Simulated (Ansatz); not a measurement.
WC: energy along a strain

WC, P-6m2, a = 2.901 Å, c = 2.829 Å (as given, not relaxed at this level: -0.7 GPa). Ansatz: PBEsol, PAW, 420 eV, Γ-centred 18×18×16 mesh on 2 atoms, Gaussian smearing 0.15 eV; no spin polarisation. Cell vectors (Å): 2.901 0.000 0.000; -1.450 2.512 0.000; 0.000 0.000 2.829. The cell is strained by x per cent times the pattern (0 0 0 1 0 0) in the order xx yy zz yz xz xy (engineering shears), with fractional coordinates held. y is the free energy over the start, V0 = 10.306 Å³/atom. Symmetry makes y even in x.

| x (%) | y (meV/atom) |
| --- | --- |
| -4.00 | ? |
| -2.00 | 4.11 |
| 0.00 | 0.00 |
| 0.50 | 0.25 |
| 1.00 | 1.03 |
| 1.50 | 2.31 |
| 2.50 | 6.42 |
| 3.00 | 9.24 |
| 3.50 | 12.57 |

Question: Fit y = c2 x² + c4 x⁴ to the other rows, get the stiffness along the pattern, and predict the missing energy.

Answer: Least squares on the rows shown. y = 1.0280 x² − 0.00015346 x⁴. The clamped-ion stiffness p·C·p = 2 × 10.28 eV × 160.2 / 10.306 Å³ = 320 GPa, which is C44 in these axes (second derivative at the start, which stands under stress). At x = -4.00 the fit asked for gives 16.41 meV/atom. The run gave 16.42 meV/atom, so the fit is 0.01 meV/atom too low, a small miss on the scale of the series.

Spin–orbit coupling is left out, which can shift energies with elements as heavy as these.